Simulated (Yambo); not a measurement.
**Optical response of RbBr at -1 % biaxial strain**

```
RbBr
1.0
    4.03096     0.00000     0.00000
    0.00000     4.03096     0.00000
    0.00000     0.00000     4.08628
Br Rb
1 1
Direct
  0.50000   0.50000   0.50000
  0.00000   0.00000   0.00000
```

Yambo, RPA with local fields on PBEsol bands; 10×10×10 mesh, 48 bands, 4 Ry local-field block, 0.2 eV broadening; field along z.

```tsv
E (eV)	Im ε	Re ε	Im ε, independent particles
0.0	0.00	2.82	0.00
0.4	0.00	2.82	0.01
0.8	0.01	2.83	0.01
1.1	0.01	2.85	0.02
1.5	0.02	2.88	0.02
1.9	0.02	2.91	0.03
2.2	0.03	2.96	0.04
2.6	0.04	3.02	0.05
3.0	0.05	3.10	0.07
3.4	0.06	3.20	0.09
3.8	0.09	3.35	0.12
4.1	0.17	3.55	0.22
4.5	0.38	3.77	0.46
4.9	0.63	3.84	0.78
5.2	0.82	3.99	1.05
5.6	1.11	4.13	1.52
6.0	1.40	4.44	2.13
6.4	2.46	4.38	3.84
6.8	3.32	3.92	5.24
7.1	3.83	2.40	5.05
7.5	2.94	1.75	3.75
7.9	2.89	1.70	3.86
8.2	2.32	1.54	3.41
8.6	1.94	1.64	3.05
9.0	2.07	2.16	4.03
9.4	2.80	2.18	4.56
9.8	3.39	1.19	3.24
10.1	2.77	0.09	2.01
10.5	1.80	0.01	1.40
10.9	1.48	0.11	1.24
11.2	0.96	0.35	0.97
11.6	0.79	0.68	0.94
12.0	0.80	0.97	1.06
12.4	0.89	1.15	1.29
12.8	0.89	1.25	1.35
13.1	1.07	1.42	1.61
13.5	1.34	1.41	1.67
13.9	1.48	1.22	1.39
14.2	1.47	0.92	1.33
14.6	1.28	0.92	1.55
15.0	1.28	0.85	1.81
15.4	1.22	0.86	2.11
15.8	1.26	0.83	2.15
16.1	1.21	0.61	1.83
16.5	0.98	0.82	1.84
16.9	1.11	0.80	2.01
17.2	1.09	0.68	1.84
17.6	0.95	0.68	1.70
18.0	0.97	0.78	2.03
18.4	1.02	0.76	2.25
18.8	1.01	0.63	1.76
19.1	0.96	0.68	1.30
19.5	1.04	0.62	1.08
19.9	0.99	0.29	0.67
```

Peak heights and small wiggles depend on the k mesh. Convergence of the RPA response with its 10×10×10 mesh was not tested. No excitonic effects at this level.

Spin-orbit coupling is not included.

Geometry strained from the cell relaxed with PBEsol, atoms relaxed again.

This is not the ordinary phase of the substance; no match was found in the copy of COD used, and its stability was not checked.
